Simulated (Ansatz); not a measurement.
Rb:
```yaml
crystal:
  lattice:
    - [2.53223, -4.38491, 0.00000]
    - [2.53223, 4.38491, 0.00000]
    - [0.00000, 0.00000, 8.46690]
  atoms:
    - { symbol: Rb, position: [0.83351, 0.16649, 0.75000] }
    - { symbol: Rb, position: [0.16649, 0.83351, 0.25000] }
```

Relaxed with r²SCAN+D4. Special points in fractions of this cell's reciprocal vectors: Γ (0.000, 0.000, 0.000); Y (-0.500, 0.500, 0.000); C0 (-0.333, 0.667, 0.000); Σ0 (0.333, 0.333, 0.000); Z (0.000, 0.000, 0.500); A0 (0.333, 0.333, 0.500); E0 (-0.333, 0.667, 0.500); T (-0.500, 0.500, 0.500); S (0.000, 0.500, 0.000); R (0.000, 0.500, 0.500).

### Question
List the band energies nearest the Fermi level at these points for plane-wave PAW r²SCAN+D4 (Ansatz code).

### Answer
In eV from the Fermi level; about four levels below and three above (degenerate sets whole), none deeper than 8.9 eV; … stands for higher levels left out; points with the same levels are listed once.

```csv
k,below,above
Γ,-2.08,0.17 0.46 3.79
Y,–,0.12 0.26 1.33
C0,–,0.71 0.82 0.82
Z,-1.41 -1.41,2.39 2.39 …
A0,–,1.05 1.05 1.25 1.25
T,–,0.49 0.49 0.85 0.85
S,–,0.11 0.26 1.33
```

Space group P6_3/mmc (hcp (Mg type)). The workflow started from a Materials Project entry (that database holds measured and hypothetical structures alike); the Crystallography Open Database copy checked does not list it. It is not the phase usual at ambient conditions (space group No. 229). The r²SCAN+D4 relaxation kept the symmetry of its start; whether a distortion lowers the energy is not shown. The pairwise dispersion correction was not fitted to metals. Point labels and valley counts follow the cell and symmetry of the run, lower than the named group. Spin–orbit coupling is left out wherever it is not named.

Potentials: the later of the program's two PAW sets.
